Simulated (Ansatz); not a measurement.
Computed with DFT PBE, scalar-relativistic, plane waves, PAW (Ansatz 0.2.0). All cells share a 420 eV cutoff and Γ-centred k meshes spaced at most about 0.3 Å⁻¹ (about 0.25 or finer for metals, 2π included). No spin polarisation in the final relaxations.

These are static total energies at zero pressure. All come from trial cells, and lower structures may exist.

Question: Order these relaxed structures of Ge₃Os by energy, lowest first, with the energy over the lowest of them.
A. Space group Pm-3n (No. 223), cubic, a = 5.077 Å. Around Ge lie 2 Ge at 2.54 Å, 4 Os at 2.84 Å and 8 Ge at 3.11 Å; Os is surrounded by 12 Ge at 2.84 Å.
B. Space group Im-3m (No. 229), cubic, a = 5.218 Å. Around Ge lie 2 Os at 2.61 Å and 4 Ge at 2.61 Å; Os is surrounded by 6 Ge at 2.61 Å.

Answer: A (0 meV/atom), B (179 meV/atom). Forms: A A15 type, Pm-3n; B Im-3m. Counting Ge atoms around Os (those within 1.25 times the shortest such distance or 1.15 times the sum of covalent radii): A has Os 12; B has Os 6. A holds Ge–Ge chains (shortest 2.54 Å); B holds Ge–Ge bonds in all directions (shortest 2.61 Å). Even the lowest lies +0.43 eV/atom against the elements.

Spin–orbit coupling, which can matter for Os, is left out. Cells relaxed within their symmetry can be saddle points. Some types were kept out of the candidates beforehand, so the set may lack a known form.
